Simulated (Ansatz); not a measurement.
BeSe (zinc blende, F-43m), DFT-PBE in the program Ansatz with PAW potentials: ε∞ = 6.00, cell volume 34.70 Å³. Infrared-active transverse modes:

| ω_TO (cm⁻¹) | oscillator strength S_xx (e²/amu) |
|---|---|
| 491.6 | 0.3044 |

Compute the static dielectric constant.

Each mode adds (4.921e7/V) S/ω²: 1.79. So ε0 = 7.79.

What LO frequency does the Lyddane–Sachs–Teller relation give?

ω_LO = ω_TO √(ε0/ε∞) = 560 cm⁻¹.

Symmetry was held in the PBE relaxation; phonons on a q-mesh show no instability. Scalar-relativistic: spin–orbit coupling is off unless named, which matters more the heavier the elements.

Potentials: the later of the program's two PAW sets.
